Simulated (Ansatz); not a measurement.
CaPb$_{3}$ (Cu3Au type, space group No. 221), the program Ansatz at the PBE level (PAW), all energies at zero smearing, with the estimated change up to a 700 eV cutoff added, with one set of potentials and settings (totals compare only within such a set). Cell of 4 atoms (1 Ca, 3 Pb): -37537.418 eV.

```json
[
 {"element": "Ca", "reference phase": "Fm-3m, 1 atoms in the cell", "E (eV/atom)": "-1816.8597"},
 {"element": "Pb", "reference phase": "Fm-3m, 1 atoms in the cell", "E (eV/atom)": "-11906.4191"}
]
```

Formation energy per atom, worked out: (-37537.418 − 1×(-1816.8597) − 3×(-11906.4191))/4 = -0.325 eV/atom (-31 kJ per mol of atoms), at 0 K, without zero-point energy or fitted corrections.

Space group Pm-3m (Cu3Au type). The first step of the workflow began from a Materials Project structure, measured or hypothetical; the Crystallography Open Database files this formula in space group No. 221, but the cells were not matched. Its standing as an ambient phase is unchecked. The cell was relaxed with PBE under the symmetry of its start; of distortions, only those at the zone centre were tested. The references are the lowest solids computed at this level, not always the standard phases. Scalar-relativistic: spin–orbit coupling is off unless named, which matters more the heavier the elements.

Potentials: the later of the program's two PAW sets.
